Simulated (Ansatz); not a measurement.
## Property card for Fe₃Ge

Fe3Ge:
```
Fe3Ge
1.0
    5.17514     0.00000     0.00000
   -2.58757     4.48180     0.00000
    0.00000     0.00000     4.22712
Fe Ge
6 2
Direct
  0.83927   0.67855   0.25000
  0.16073   0.32145   0.75000
  0.16073   0.83927   0.75000
  0.83927   0.16073   0.25000
  0.32145   0.16073   0.25000
  0.67855   0.83927   0.75000
  0.33333   0.66667   0.25000
  0.66667   0.33333   0.75000
```
The run is spin-polarised; directions of the spins, atom by atom: ↑ ↑ ↑ ↑ ↑ ↑ 0 0.

Space group P6_3/mmc (No. 194); conventional cell a = 5.175 Å, b = 5.175 Å, c = 4.227 Å, α = 90.00°, β = 90.00°, γ = 120.00°.

Method: r²SCAN (plane waves, PAW; program Ansatz). Structure relaxed to zero pressure with the same functional. Other levels are named where they apply.

**Cell and energy**

```yaml
volume_per_atom: 12.26 Å³
density: 8.14 g/cm³
Formation energy from the elements (no fitted shifts): -0.040 eV/atom
```

**Electronic structure**

```yaml
electronic_character: metallic (no gap)
Density of states at the Fermi level: 0.56 states/eV per atom (mean over ±0.08 eV)
```

**Magnetism**

```yaml
magnetic_order: ferromagnetic
net_moment: 1.91 μB per atom
```

**Mechanics**

```yaml
Bulk modulus (Birch–Murnaghan fit): 141 GPa
Pressure derivative B′: 4.4
```

**Charges**

```yaml
bader_charges: Fe +0.16, Ge -0.47 e
```

The first step of the workflow began from a Materials Project structure, measured or hypothetical; the Crystallography Open Database files this formula in space group No. 194, but the cells were not matched. Its standing as an ambient phase is unchecked. The cell was relaxed with r²SCAN under the symmetry of its start; its stability against distortions is not shown here. Spin order of the final state: ferromagnetic, chosen from 3 collinear starts compared on coarse meshes (ties went to the first, and starts can fall back to one state), not a proven ground state. Other orbital occupations within this spin state were not tried. For itinerant 3d metals, meta-GGAs of the SCAN family and hybrids are commonly reported to give too large moments. Point labels and valley counts follow the cell and symmetry of the run, lower than the named group. The references are the lowest solids computed at this level, not always the standard phases. Spin–orbit coupling is left out wherever it is not named.

Potentials: the later of the program's two PAW sets.
